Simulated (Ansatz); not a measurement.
InMo2C:
```cif
data_C2In2Mo4
_chemical_formula_sum 'In2 Mo4 C2'
_space_group_name_H-M_alt 'P 1'
_space_group_IT_number 1
_cell_length_a 3.11243
_cell_length_b 3.11243
_cell_length_c 13.95379
_cell_angle_alpha 90.000
_cell_angle_beta 90.000
_cell_angle_gamma 120.000
loop_
_space_group_symop_operation_xyz
  'x, y, z'
loop_
_atom_site_label
_atom_site_type_symbol
_atom_site_fract_x
_atom_site_fract_y
_atom_site_fract_z
_atom_site_occupancy
In1 In 0.33333 0.66667 0.75000 1
In2 In 0.66667 0.33333 0.25000 1
Mo1 Mo 0.33333 0.66667 0.08041 1
Mo2 Mo 0.66667 0.33333 0.58041 1
Mo3 Mo 0.66667 0.33333 0.91959 1
Mo4 Mo 0.33333 0.66667 0.41959 1
C1 C 0.00000 0.00000 0.00000 1
C2 C 0.00000 0.00000 0.50000 1
```

Relaxed with r²SCAN.

**Question.** Tabulate the valence density and the electron localisation function along the shortest Mo–C contact (2.12 Å), r²SCAN (plane waves, PAW; program Ansatz).

**Answer.** 

```csv
distance from Mo (Å),density (e/Å³),ELF
0.21,6.94,0.48
0.32,6.62,0.62
0.42,5.83,0.70
0.53,4.67,0.72
0.64,3.38,0.68
0.74,2.25,0.57
0.85,1.44,0.43
0.95,0.96,0.31
1.06,0.76,0.29
1.17,0.72,0.40
1.27,0.79,0.58
1.38,0.94,0.71
1.48,1.15,0.75
1.59,1.39,0.69
1.69,1.58,0.55
1.80,1.65,0.30
1.91,1.58,0.09
```

The density is the valence pseudo-density with augmentation charge, so density and ELF within about 1 Å of a nucleus are not all-electron values.

Space group P6_3/mmc. The start of the workflow was typed in or built on a structure type; neither database checked (COD, Materials Project) lists it. Its standing as an ambient phase is unchecked. The cell was relaxed with r²SCAN under the symmetry of its start; whether a distortion lowers the energy is not shown. No spin polarisation was allowed.

Potentials: the earlier of the program's two PAW sets.
